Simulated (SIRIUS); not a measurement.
SIRIUS run on WS₂ (R3m, 3 atoms in the cell; from Materials Project mp-9813, changed as shown): self-consistent single point.

Method: PBEsol, FP-LAPW (LAPW with two local orbitals a valence shell; core below -3 Ha), all-electron full potential with ZORA scalar-relativistic valence and Dirac core (SIRIUS).

The change in words: lattice scaled by 1.02. Reference geometry (R3m):
```yaml
crystal:
  lattice:
    - [1.59244, 0.91939, 6.48980]
    - [-1.59244, 0.91939, 6.48980]
    - [0.00000, -1.83879, 6.48980]
  atoms:
    - { symbol: W, position: [0.00067, 0.00067, 0.00067] }
    - { symbol: S, position: [0.41411, 0.41411, 0.41411] }
    - { symbol: S, position: [0.25392, 0.25392, 0.25392] }
```

Reference input (self-consistent single point, DFT, PBEsol, FP-LAPW (LAPW with two local orbitals a valence shell; core below -3 Ha), all-electron full potential with ZORA scalar-relativistic valence and Dirac core): parameters.ngridk = 6 6 6; basis = LAPW with two local orbitals a valence shell, core below -3 Ha; unit_cell.atom_type_rmt = {W: 2.36, S: 2.04} bohr; parameters.xc_functionals = [XC_GGA_X_PBE_SOL, XC_GGA_C_PBE_SOL]; parameters.aw_cutoff = 7; parameters.pw_cutoff = 20 1/bohr; parameters.smearing = fermi_dirac; parameters.smearing_width = 0.000367493 Ha; parameters.electronic_structure_method = full_potential_lapwlo; parameters.lmax_apw = 8; parameters.lmax_rho = 8; parameters.lmax_pot = 8. This run's input differs from it in these lines:

```diff
@@ -36,7 +36,7 @@
     "lattice_vectors": [
-      [0.2360818013, 0.1363019247, 0.9621263499],
-      [-0.2360818013, 0.1363019247, 0.9621263499],
-      [0.0, -0.2726038495, 0.9621263499]
+      [0.2360818482, 0.136301947, 0.9621263632],
+      [-0.2360818482, 0.136301947, 0.9621263632],
+      [0.0, -0.272603894, 0.9621263632]
     ],
-    "lattice_vectors_scale": 12.746709,
+    "lattice_vectors_scale": 13.001643,
     "atom_coordinate_units": "A",
@@ -53,7 +53,7 @@
       "W": [
-        [-0.0, -0.0, 0.013044498]
+        [0.0, -0.0, 0.013305388]
       ],
       "S": [
-        [0.0, -0.0, 8.0625316422],
-        [-0.0, -0.0, 4.943670048]
+        [0.0, 0.0, 8.223782275],
+        [-0.0, 0.0, 5.042543449]
       ]
```

Log, with long lists cut:

```
[find] density tolerance         : 1e-06
[find] total energy tolerance    : 1e-07
[find] iter_solver_tol (initial) : 0.01
[find] iter_solver_tol (target)  : 1e-13
[find] num_dft_iter              : 100
Charges and magnetic moments
--------------------------------------------------------------------------------
atom      charge    core leakage
--------------------------------------------------------------------------------
   0   71.722273    0.000000e+00
   1   13.920904    0.000000e+00
   2   13.921071    0.000000e+00

total core leakage    : 0.00000000e+00
interstitial charge   : 6.435752
total charge          : 106.000000
   [... lines left out ...]
[find]    2   14.032677    2.051921e-04
[find] total core leakage    : 4.13488939e-04
[find] interstitial charge   : 6.528743
[find] total charge          : 105.999585
[find] Energy
[find] smearing (-TS)                 :      -0.00000000
[find] Total energy                   :  -16958.63564797 (Ha),  -33917.27129593 (Ry)
[find] Free energy (E-TS)             :  -16958.63564797 (Ha),  -33917.27129593 (Ry)
[find] band gap (eV)                  :       1.18631996
[find] Efermi                         :       0.26787025
[find] iteration : 19, RMS (target) : 7.3851e-07 (1.0000e-06) , energy difference (target) : -1.0696e-09 (1.0000e-07)
[find] converged after 20 SCF iterations!
Warning in function "check_num_electrons" at src/density/density.cpp:1179
wrong number of electrons
  obtained value : 106
  target value : 106
  difference : 0.00041537
  total core leakage : 0.000413489
    atom class : 0, core leakage : 3.10952e-06
    atom class : 1, core leakage : 0.000205187
    atom class : 2, core leakage : 0.000205192
[find] Charges and magnetic moments
[find] atom      charge    core leakage
[find]    0   71.405759    3.109519e-06
[find]    1   14.032406    2.051873e-04
[find]    2   14.032677    2.051921e-04
[find] total core leakage    : 4.13488939e-04
[find] interstitial charge   : 6.528743
[find] total charge          : 105.999585
[find] Energy
[find] smearing (-TS)                 :      -0.00000000
   [... lines left out ...]
[find] Free energy (E-TS)             :  -16958.63564797 (Ha),  -33917.27129593 (Ry)
   [... lines left out ...]
[find] band gap (eV)                  :       1.18631996
[find] Efermi                         :       0.26787025
[ground_state] ==== total Forces in Ha/bohr =====
[ground_state] atom:    0, force:       0.0000000     -0.0000000      0.0000744
[ground_state] atom:    1, force:       0.0000000     -0.0000000     -0.0193538
[ground_state] atom:    2, force:      -0.0000000     -0.0000000      0.0192801
```

The run converged in 20 iterations. Against the reference run the free energy goes up by 42.1 meV/atom, the largest force goes from 0.030 to 0.995 eV/Å and the gap on the mesh goes from 1.216 to 1.186 eV.

Spin-orbit coupling is left out, which matters for bands and gaps with elements this heavy. The structure comes from a collection of computed structures, made at another level of theory; the collection holds predicted forms beside known ones. Values depend on the basis (sphere radii, cutoffs, local orbitals), which need not be converged.

Cost on one core: around 110 core-seconds (rough).

The gap that the log prints is read on the run's mesh, which can miss the band edges or a crossing.
